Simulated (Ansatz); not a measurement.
**From a trial cell to the properties of Gd (hcp)**

**What was measured.** A measured cell of hexagonal Gd (space group P6_3/mmc) at 106 K, from the Crystallography Open Database (1963), has a, c = 3.629, 5.796 Å and 33.05 Å³/atom.

The computed numbers are results of HSE06, scalar-relativistic (collinear spin) in the plane-wave PAW code Ansatz at 420 eV, 8×8×4 k-mesh, Gaussian smearing of 0.05 eV. The datasets are Ansatz's generated set soft_2.

The first cell, 0 % over the database's volume:

```
CELL_PARAMETERS angstrom
3.64000 0.00000 0.00000
-1.82000 3.15233 0.00000
0.00000 0.00000 5.78032
ATOMIC_POSITIONS crystal
Gd 0.33333 0.66667 0.75000
Gd 0.66667 0.33333 0.25000
```

Moments typed, the run going on from the state of an earlier one (μB, in the order of the atoms): 7.0, 7.0.

The steps in volume:

| run | level | k-mesh | kind | V (Å³/atom) | P (GPa) | E − E(final) (meV/atom) | gap on the mesh (eV) | largest moment (μB) |
| --- | --- | --- | --- | --- | --- | --- | --- | --- |
| 1 | PBE+U | 6×6×4 | fixed cell | 33.16 | 0.6 | – | metal | 7.49 |
| 2 | PBE+U | 6×6×4 | shape and atoms relaxed, volume fixed | 33.16 | 0.6 | – | metal | 7.50 |
| 3 | PBE+U | 6×6×4 | shape and atoms relaxed, volume fixed | 33.30 | 0.5 | – | metal | 7.50 |
| 4 | PBE+U | 6×6×4 | shape and atoms relaxed, volume fixed | 33.74 | 0.1 | – | metal | 7.52 |
| 5 | HSE06 | 8×8×4 | fixed cell | 33.74 | 1.1 | 3.2 | metal | 7.56 |
| 6 | HSE06 | 8×8×4 | fixed cell | 33.99 | 0.8 | 1.7 | metal | 7.57 |
| 7 | HSE06 | 8×8×4 | fixed cell | 34.69 | 0.0 | 0.0 | metal | 7.57 |

The volume is at zero pressure for this level.

The final structure (symmetry read at 0.01 Å). Symmetry: P6_3/mmc, No. 194, hexagonal system. Conventional cell: a = 3.674 Å, b = 3.674 Å, c = 5.936 Å, α = 90.00°, β = 90.00°, γ = 120.00°. Around Gd (site symmetry -6m2) lie 12 Gd at 3.65 to 3.67 Å. (Neighbours are counted to 15 % beyond the shortest distance.)

The PBE+U rows use U_eff = 6 eV on Gd 4f.

At the final geometry the gap, band path included, is zero (metallic) and the site spin moments are Gd 7.57 μB. The runs in the table took roughly 14 core-minutes.

**Against experiment.** HSE06 gives 3.674, 5.936 Å and 34.69 Å³/atom, +4.9 % in volume (+1.6 % in length) from the database's cell. The axes miss by +1.2 %, +2.4 %. The static lattice lacks zero-point motion and thermal expansion, so this level's own overestimate is larger than the figure.

Under the hybrid only the volume was relaxed: the cell's shape and the atoms' positions come from a cheaper relaxation on a coarse mesh. For elements this heavy, spin–orbit coupling would shift levels and gaps; it isn't included here. The run wasn't fully tested for a lower electronic state. Pressures of hybrids are less tightly converged. For a metal under a hybrid functional this mesh is coarse. Site moments are of spin, integrated over atomic spheres. No antiparallel order was tried.
